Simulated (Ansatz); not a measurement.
An Ansatz (a program for electronic structure) run. Input:

Ansatz 0.2 input:
```yaml
crystal:
  lattice:
    - [2.2396661803, -3.7981250649, 0.0]
    - [2.2396661803, 3.7981250649, 0.0]
    - [0.0, 0.0, 4.4858040486]
  atoms:
    - { symbol: Ga, position: [0.6559370842, 0.3440629158, 0.416627367] }
    - { symbol: Ga, position: [0.3440629158, 0.6559370842, 0.583372633] }
    - { symbol: Ga, position: [0.8440629158, 0.1559370842, 0.916627367] }
    - { symbol: Ga, position: [0.1559370842, 0.8440629158, 0.083372633] }
kpoints:
  mp_grid: { grid: [8, 8, 7] }
  band_path:
    path:
      - [[0.0, 0.0, 0.0], [-0.5, 0.5, 0.0], [-0.3369296779, 0.6630703221, 0.0]]  # Γ-Y-C_0
      - [[0.3369296779, 0.3369296779, 0.0], [0.0, 0.0, 0.0], [0.0, 0.0, 0.5], [0.3369296779, 0.3369296779, 0.5]]  # Σ_0-Γ-Z-A_0
      - [[-0.3369296779, 0.6630703221, 0.5], [-0.5, 0.5, 0.5], [-0.5, 0.5, 0.0]]  # E_0-T-Y
      - [[0.0, 0.0, 0.0], [0.0, 0.5, 0.0], [0.0, 0.5, 0.5], [0.0, 0.0, 0.5], [-0.5, 0.5, 0.5]]  # Γ-S-R-Z-T
    npoints: 6
basis: { xc_grid: 2 }
hamiltonian:
  xc: pbesol
  pseudopotentials: { azcp: { folder: ./paw }, kind: paw_fr }
magnetization: { noncollinear: true, spin_orbit: true }
scf:
  n_extra_bands: 12
  convergence: { dr2_threshold: 0.0000000001 }
  occupations: { method: gaussian, width: 0.05 }
output: { eigenvalues: true }
```

Output (shortened):

```
Pseudopotential: Ga, paw, valence charge 13
Functional definition: PBEsol
non-collinear run that drives no moment, with spin-orbit …
Crystal: 4 atoms, lattice volume = 76.317 Å³
Basis set: ecut = 420 eV, 1509 PW (Γ), exchange–correlation on 60×60×60 points (8 copies of the dense FFT grid, shifted against one another)
Bands: 64, of which v1, the nominal top of the filled ones, is band 52 counted from 1 (51 counted from 0)
Symmetry: 8 space group operations + 8 with time reversal
k-points: 84 of 448
Projection manifold: j_resolved (fully-relativistic pseudo-atomic orbitals)
SCF iter   1: F=—  HF=-14973.178874 eV  |F-HF|=—  |Δ(HF+E_count)|=         —  Δρ=2.98e-2  dr2=4.27e-1  dr2_m=0.00e0 (ungated)  ethr=3.10e-3  |M|=0.00e0 ∫|m|=0.00e0 μB  |m|>n=0.0e0 m-floor=0.0e0 τ_xc=0.0e0  β_m=0.30  ⟨swp⟩=5.8  Hψ=11353  notcnv=0  defer=12
preconditioner: auto → Kerker (q_TF=auto, 2.559 Å⁻¹)
spin=Noncollinear: Kerker preconditioning applied to the charge; magnetization (m_x, m_y, m_z) channels mix plain (no charge-response kernel on spin).
SCF iter   2: F=—  HF=-14973.116392 eV  |F-HF|=—  |Δ(HF+E_count)|=   6.25e-2  Δρ=2.39e-2  dr2=2.47e-1  dr2_m=0.00e0 (ungated)  ethr=8.22e-4  |M|=0.00e0 ∫|m|=0.00e0 μB  |m|>n=0.0e0 m-floor=0.0e0 τ_xc=0.0e0  β_m=0.56  ⟨swp⟩=3.0  Hψ=5042  notcnv=0  defer=484
SCF iter   3: F=—  HF=-14973.123049 eV  |F-HF|=—  |Δ(HF+E_count)|=   6.66e-3  Δρ=8.54e-3  dr2=3.62e-2  dr2_m=0.00e0 (ungated)  ethr=4.75e-4  |M|=0.00e0 ∫|m|=0.00e0 μB  |m|>n=0.0e0 m-floor=0.0e0 τ_xc=0.0e0  β_m=0.64  ⟨swp⟩=3.0  Hψ=4885  notcnv=0  defer=484
SCF iter   4: F=—  HF=-14973.122636 eV  |F-HF|=—  |Δ(HF+E_count)|=   4.14e-4  Δρ=1.54e-3  dr2=3.04e-3  dr2_m=0.00e0 (ungated)  ethr=6.97e-5  |M|=0.00e0 ∫|m|=0.00e0 μB  |m|>n=0.0e0 m-floor=0.0e0 τ_xc=0.0e0  β_m=0.82  ⟨swp⟩=2.3  Hψ=4884  notcnv=0  defer=484
SCF iter   5: F=—  HF=-14973.122289 eV  |F-HF|=—  |Δ(HF+E_count)|=   3.47e-4  Δρ=4.52e-4  dr2=2.69e-4  dr2_m=0.00e0 (ungated)  ethr=5.85e-6  |M|=0.00e0 ∫|m|=0.00e0 μB  |m|>n=0.0e0 m-floor=0.0e0 τ_xc=0.0e0  β_m=0.91  ⟨swp⟩=3.0  Hψ=4649  notcnv=0  defer=484
SCF iter   6: F=—  HF=-14973.122277 eV  |F-HF|=—  |Δ(HF+E_count)|=   1.14e-5  Δρ=1.29e-4  dr2=1.57e-5  dr2_m=0.00e0 (ungated)  ethr=5.17e-7  |M|=0.00e0 ∫|m|=0.00e0 μB  |m|>n=0.0e0 m-floor=0.0e0 τ_xc=0.0e0  β_m=0.95  ⟨swp⟩=3.0  Hψ=4644  notcnv=0  defer=484
SCF iter   7: F=—  HF=-14973.122281 eV  |F-HF|=—  |Δ(HF+E_count)|=   3.98e-6  Δρ=3.94e-5  dr2=5.65e-7  dr2_m=0.00e0 (ungated)  ethr=3.03e-8  |M|=0.00e0 ∫|m|=0.00e0 μB  |m|>n=0.0e0 m-floor=0.0e0 τ_xc=0.0e0  β_m=0.98  ⟨swp⟩=3.0  Hψ=4658  notcnv=0  defer=484
SCF iter   8: F=—  HF=-14973.122282 eV  |F-HF|=—  |Δ(HF+E_count)|=   8.47e-8  Δρ=8.99e-6  dr2=4.79e-8  dr2_m=0.00e0 (ungated)  ethr=1.09e-9  |M|=0.00e0 ∫|m|=0.00e0 μB  |m|>n=0.0e0 m-floor=0.0e0 τ_xc=0.0e0  β_m=0.99  ⟨swp⟩=2.2  Hψ=3296  notcnv=0  defer=484
SCF iter  11: F=-14973.122282 eV  HF=-14973.122282 eV  |F-HF|=0.00e0  |Δ(HF+E_count)|=  1.78e-10  Δρ=1.70e-7  dr2=2.35e-11  dr2_m=0.00e0 (ungated)  ethr=1.00e-12  |M|=0.00e0 ∫|m|=0.00e0 μB  |m|>n=0.0e0 m-floor=0.0e0 τ_xc=0.0e0  ⟨swp⟩=6.5  Hψ=10318  notcnv=0
SCF 1 converged in 11 iterations: F = -14973.122282 eV  dr2 = 2.35e-11
NSCF: frozen V_eff on 70 k-points
SCF converged after 11 iterations
Magnetization: |M| = 0.0000 μB,  M = (+0.0000, +0.0000, +0.0000) μB
Absolute magnetization: 0.0000 μB (∫|m|)
  site 0: m = (+0.0000, +0.0000, +0.0000) μB, |m| = 0.0000 μB  (R = 1.02 Å)
  site 1: m = (+0.0000, +0.0000, +0.0000) μB, |m| = 0.0000 μB  (R = 1.02 Å)
  site 2: m = (+0.0000, +0.0000, +0.0000) μB, |m| = 0.0000 μB  (R = 1.02 Å)
  site 3: m = (+0.0000, +0.0000, +0.0000) μB, |m| = 0.0000 μB  (R = 1.02 Å)
Free energy (F): -14973.122282 eV
Harris-Foulkes:  -14973.122282 eV  (|F-HF|=0.00e0)
Internal energy: -14973.120960 eV  (E = F + TS)
E sigma→0 (E₀):  -14973.121621 eV
Entropy (-TS):   -0.001322 eV (-0.330 meV/atom)
Fermi energy:    9.261651 eV
--- Per-component energies (eV) ---
  E_band       = -171.036731
  E_kinetic    = 447.575657
  E_local      = -5440.098276  (includes V_loc(G=0)·N_el)
  E_nonlocal   = -376.979416
  E_hartree    = 3514.265616
  E_xc         = -253.516052
  E_vxc        = -226.676016  (∫ρ·V_xc dr)
  E_paw        = -7795.013124  (= ΣΔE_a)
  E_vpaw       = -1603.388970  (= ΣTr[D̂ρ^β])
  E_aug_tail   = -0.000904  (compensation charges beyond the density's cutoff)
  E_ewald      = -5072.817276
  E_core_change = 3.462816  (= ΣΔE_core)
  E_smearing   = -0.001322  (= −TS)
  E_closure    =  0.000000  (closes the sum)
  Σ components = -14973.122282   (vs F -14973.122282, Δ=0.00e0)
  [band-id]    e_kinetic+e_local+e_nonlocal+2·e_hartree+e_vxc+e_vpaw+e_augmentation_tail = -171.036694   (vs E_band -171.036731, Δ=3.62e-5)
--- Band table (eV; the first three rows and the last of 84) ---
  k-point 0: bands = ["-6.0400", "-6.0400", "-6.0267", "-6.0267", "-6.0258", "-6.0258", "-6.0040", "-6.0040", "-5.9875", "-5.9875", "-5.9528", "-5.9528", "-5.9417", "-5.9417", "-5.8937", "-5.8937", "-5.5969", "-5.5969", "-5.5840", "-5.5840", "-5.5692", …
  k-point 1: bands = ["-6.0388", "-6.0388", "-6.0269", "-6.0269", "-6.0217", "-6.0217", "-6.0060", "-6.0060", "-5.9879", "-5.9879", "-5.9565", "-5.9565", "-5.9392", "-5.9392", "-5.9000", "-5.9000", "-5.6069", "-5.6069", "-5.5798", "-5.5798", "-5.5518", …
  k-point 2: bands = ["-6.0336", "-6.0336", "-6.0245", "-6.0245", "-6.0204", "-6.0204", "-6.0010", "-6.0010", "-5.9872", "-5.9872", "-5.9663", "-5.9663", "-5.9388", "-5.9388", "-5.9169", "-5.9169", "-5.6026", "-5.6026", "-5.5802", "-5.5802", "-5.5364", …
  k-point 83: bands = ["-6.0539", "-6.0539", "-6.0376", "-6.0376", "-6.0099", "-6.0099", "-5.9997", "-5.9997", "-5.9835", "-5.9835", "-5.9768", "-5.9768", "-5.9509", "-5.9509", "-5.9382", "-5.9382", "-5.5841", "-5.5841", "-5.5695", "-5.5695", "-5.5176", …
```

Cost: very roughly 2.0 core-minutes on shared cores.

Space group Cmce (α-Ga). Symmetry was held in the PBEsol relaxation.

Potentials: the earlier of the program's two PAW sets. The files were generated under PBE; for other functionals the program regenerates the frozen cores, and for LDA and PBEsol the local potential too.

Ansatz is a plane-wave DFT program.
